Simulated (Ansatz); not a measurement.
Pt:
```
Pt
1.0
    0.00000     1.96487     1.96487
    1.96487     0.00000     1.96487
    1.96487     1.96487     0.00000
Pt
1
Direct
  0.00000   0.00000   0.00000
```

Relaxed with DFT-r²SCAN+D4 in the program Ansatz with PAW potentials. Indices refer to the conventional cell of Fm-3m, a = 3.9297 Å, b = 3.9297 Å, c = 3.9297 Å, α = 90.00°, β = 90.00°, γ = 90.00°.

Simulate the powder diffraction pattern (Cu Kα, λ = 1.54184 Å; lines above 1 %) up to 2θ = 90°.

Simulated powder pattern, Cu Kα, λ = 1.54184 Å (kinematic, ideal powder, no thermal factors, no anomalous dispersion; the 30 strongest lines at most, above 1 %, up to 2θ = 90°):

| 2θ (°) | d (Å) | I/Imax (%) | hkl |
|---|---|---|---|
| 39.73 | 2.269 | 100 | (111) |
| 46.20 | 1.965 | 49 | (200) |
| 67.40 | 1.389 | 33 | (220) |
| 81.18 | 1.185 | 40 | (311) |
| 85.62 | 1.134 | 12 | (222) |

Symmetry was held in the r²SCAN+D4 relaxation. No spin polarisation was allowed. The pairwise dispersion correction was not fitted to metals. Scalar-relativistic: spin–orbit coupling is off unless named, which matters more the heavier the elements.

Potentials: the later of the program's two PAW sets.
